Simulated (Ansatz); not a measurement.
Geometry optimisation in Ansatz: input, command and trajectory.

```yaml
crystal:
  lattice:
    - [-2.8223004379, 2.8227754484, 3.9919301921]
    - [2.8223004379, -2.8227754484, 3.9919301921]
    - [2.8223004379, 2.8227754484, -3.9919301921]
  atoms:
    - { symbol: Co, position: [0.1249936107, 0.8749936107, 0.25], spin: 2.31 }
    - { symbol: Co, position: [0.8750063893, 0.1250063893, 0.75], spin: 2.31 }
    - { symbol: Co, position: [0.5, 0.5, 0.5], spin: 0.13 }
    - { symbol: Co, position: [0.5, 0.0, 0.0], spin: 0.13 }
    - { symbol: Co, position: [0.0, 0.5, 0.5], spin: 0.13 }
    - { symbol: Co, position: [0.5, 0.5, 0.0], spin: 0.13 }
    - { symbol: O, position: [0.7127969937, 0.7375839026, 0.9752130911] }
    - { symbol: O, position: [0.7375851304, 0.7127929071, 0.4752077766] }
    - { symbol: O, position: [0.2624148696, 0.7376226462, 0.9752077766] }
    - { symbol: O, position: [0.2624148696, 0.2872070929, 0.5247922234] }
    - { symbol: O, position: [0.2623708116, 0.7375839026, 0.5247869089] }
    - { symbol: O, position: [0.7375851304, 0.2623773538, 0.0247922234] }
    - { symbol: O, position: [0.2872030063, 0.2624160974, 0.0247869089] }
    - { symbol: O, position: [0.7376291884, 0.2624160974, 0.4752130911] }
basis:
  ecutwfc: 420
kpoints:
  mp_grid: { grid: [10, 10, 10] }
hamiltonian:
  xc: pbesol
scf:
  occupations: { method: gaussian, width: 0.01 }
output:
  forces: true
  stress: true
  eigenvalues: true
  populations: true
magnetization:
  spin_polarized: true
relax:
  adjacent_minimum: "off"
  f_tol: 0.005
  max_steps: 80
  cell: { stress_tol: 0.05 }
```

```bash
ansatz run input.yaml --threads 4 --pin off --max-ram 10240MiB --backend cpu --events-out ev --progress --plain --runs-dir out
```

Level of theory: Ansatz, DFT PBEsol, scalar-relativistic, plane waves, PAW.

Of 4 frames 3 are shown, positions in Å and forces in eV/Å; the SCF threshold varies from step to step. Steps run on the plane waves of an earlier cell, with a Pulay correction in the pressure. The basis is chosen afresh for the last frame, the zero of the energies, and at times for earlier ones too; energy and pressure can step there, also at an unchanged geometry. Where two frames share a geometry here, they differ by under 2 meV/atom and 0.3 GPa.

```xyz
14
Lattice="-2.8223 2.8228 3.9919 2.8223 -2.8228 3.9919 2.8223 2.8228 -3.9919" Properties=species:S:1:pos:R:3:forces:R:3 pbc="T T T" step=1 free_energy_over_end_meV_per_atom=0.00 pressure_GPa=0.01
Co    2.8223   -1.4114    2.9939    0.0000    0.0000   -0.0011
Co    0.0000    4.2342    0.9980    0.0000    0.0000    0.0011
Co    1.4111    1.4114    1.9960    0.0000    0.0000    0.0000
Co   -1.4111    1.4114    1.9960    0.0000    0.0000    0.0000
Co    2.8223    0.0000    0.0000    0.0000    0.0000    0.0000
Co    0.0000    0.0000    3.9919    0.0000    0.0000    0.0000
O     2.8223    2.6828    1.8968    0.0000   -0.0123   -0.0074
O     1.2712    1.4114    3.8928   -0.0121    0.0000   -0.0077
O     4.0935    1.4114    0.0991   -0.0121    0.0000    0.0077
O     1.5511    1.4114    0.0991    0.0121    0.0000    0.0077
O     2.8223    0.1399    1.8968    0.0000    0.0123   -0.0074
O    -1.2712    1.4114    3.8928    0.0121    0.0000   -0.0077
O     0.0000    0.1399    2.0951    0.0000    0.0123    0.0074
O     0.0000    2.6828    2.0951    0.0000   -0.0123    0.0074
14
Lattice="-2.8225 2.8227 3.9920 2.8225 -2.8227 3.9920 2.8225 2.8227 -3.9920" Properties=species:S:1:pos:R:3:forces:R:3 pbc="T T T" step=2 free_energy_over_end_meV_per_atom=0.00 pressure_GPa=0.00
Co    2.8225   -1.4114    2.9940    0.0000    0.0000   -0.0007
Co    0.0000    4.2341    0.9980    0.0000    0.0000    0.0007
Co    1.4113    1.4114    1.9960    0.0000    0.0000    0.0000
Co   -1.4113    1.4114    1.9960    0.0000    0.0000    0.0000
Co    2.8225    0.0000    0.0000    0.0000    0.0000    0.0000
Co    0.0000    0.0000    3.9920    0.0000    0.0000    0.0000
O     2.8225    2.6826    1.8968    0.0000   -0.0078   -0.0047
O     1.2711    1.4114    3.8928   -0.0081    0.0000   -0.0050
O     4.0936    1.4114    0.0992   -0.0081    0.0000    0.0050
O     1.5514    1.4114    0.0992    0.0081    0.0000    0.0050
O     2.8225    0.1402    1.8968    0.0000    0.0078   -0.0047
O    -1.2711    1.4114    3.8928    0.0081    0.0000   -0.0050
O     0.0000    0.1402    2.0952    0.0000    0.0078    0.0047
O     0.0000    2.6826    2.0952    0.0000   -0.0078    0.0047
14
Lattice="-2.8228 2.8228 3.9918 2.8228 -2.8228 3.9918 2.8228 2.8228 -3.9918" Properties=species:S:1:pos:R:3:forces:R:3 pbc="T T T" step=4 free_energy_over_end_meV_per_atom=0.00 pressure_GPa=0.00
Co    2.8228   -1.4114    2.9939    0.0000    0.0000    0.0000
Co    0.0000    4.2342    0.9980    0.0000    0.0000    0.0000
Co    1.4114    1.4114    1.9959    0.0000    0.0000    0.0000
Co   -1.4114    1.4114    1.9959    0.0000    0.0000    0.0000
Co    2.8228    0.0000    0.0000    0.0000    0.0000    0.0000
Co    0.0000    0.0000    3.9918    0.0000    0.0000    0.0000
O     2.8228    2.6822    1.8966    0.0000    0.0003   -0.0004
O     1.2708    1.4114    3.8925    0.0004    0.0000   -0.0004
O     4.0936    1.4114    0.0993    0.0004    0.0000    0.0004
O     1.5520    1.4114    0.0993   -0.0004    0.0000    0.0004
O     2.8228    0.1406    1.8966    0.0000   -0.0003   -0.0004
O    -1.2708    1.4114    3.8925   -0.0004    0.0000   -0.0004
O     0.0000    0.1406    2.0952    0.0000   -0.0003    0.0004
O     0.0000    2.6822    2.0952    0.0000    0.0003    0.0004
```

The run took 9.9 min on 4 threads of Intel(R) Xeon(R) Platinum 8259CL CPU @ 2.50GHz (Skylake/Cascade Lake) (shared host), peak memory 2.9 GiB.

The state reached may not be the lowest one. The program reads another magnetic order as possibly lower. Moments started parallel, and an antiferromagnetic order may lie lower.